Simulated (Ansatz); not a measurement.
Q: Lu (hcp (Mg type), space group No. 194) is relaxed with PBE (plane waves, PAW; program Ansatz). What lattice parameters of the conventional cell result?

A: a = 3.507 Å, c = 5.459 Å.

Space group P6_3/mmc (hcp (Mg type)). The PBE relaxation kept the symmetry of its start. Axis ratios of metals converge slowly with the k-mesh, so a and c are less sure than the volume. Scalar-relativistic: spin–orbit coupling is off unless named, which matters more the heavier the elements.

Potentials: the later of the program's two PAW sets.
